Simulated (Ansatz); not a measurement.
Relaxed GaN (wurtzite):

```xyz
4
Lattice="3.2184 0.0000 0.0000 -1.6092 2.7872 0.0000 0.0000 0.0000 5.2432" Properties=species:S:1:pos:R:3 pbc="T T T"
Ga     1.6092     0.9291     0.0051
Ga     0.0000     1.8581     2.6267
N      1.6092     0.9291     3.2730
N      0.0000     1.8581     0.6514
```

Scan: atom 2 (Ga, nearest neighbour N at 1.967 Å; its periodic images, 3.2 Å or more away, move with it) is displaced along Cartesian [110], direction (0.707, 0.707, 0.000) in Cartesian axes, by s. The other atoms stay.

These are PBE (plane waves to 420 eV, PAW, scalar-relativistic; Ansatz, a quantum-chemistry and plane-wave program) values and carry that method's errors. k mesh 10×10×5 (Γ-centred), Fermi-Dirac smearing 0.05 eV. The energy includes the smearing's −TS. Stress and pressure are positive under compression. F∥ is the force on the atom along that direction. F⊥ is the part of the force across the line. GaN was relaxed with its symmetry unable to fall. The zero of ΔE is the undisplaced structure.

```
s (Å)   ΔE (meV/cell)  P (GPa)  F∥ (eV/Å)  |F⊥| (eV/Å)
------  -------------  -------  ---------  -----------
-0.200          290.9     2.38      3.201        0.889
-0.160          179.0     1.47      2.409        0.553
-0.120           97.0     0.80      1.705        0.304
-0.080           41.6     0.34      1.076        0.132
-0.040           10.0     0.08      0.511        0.032
0.000             0.0     0.00      0.000        0.000
0.040             9.4     0.08     -0.464        0.031
0.080            36.6     0.30     -0.889        0.124
0.120            80.1     0.65     -1.281        0.276
0.160           138.7     1.11     -1.645        0.487
0.200           211.4     1.69     -1.987        0.755
```

What the scan shows:

* **Energy at s = 0.200 Å**: 211.4 meV/cell
* **Force along the line at s = -0.200 Å**: 3.20 eV/Å
* **Symmetry of the curve**: not even: the negative side lies higher at ±0.200 Å
* **Shape of the curve**: a single well with its minimum at or next to zero displacement
* **Force constant k = d²E/ds² at s = 0 (finite differences)**: 12.2 eV/Å²
* **Harmonic estimate at the end of the scan**: ½ks² = 243.0 meV/cell against the computed 211.4 meV/cell, so the well is softer than harmonic there

(A displaced cell: forces are minus the slopes of the energy, force constants its curvatures, and phonons follow from these.)
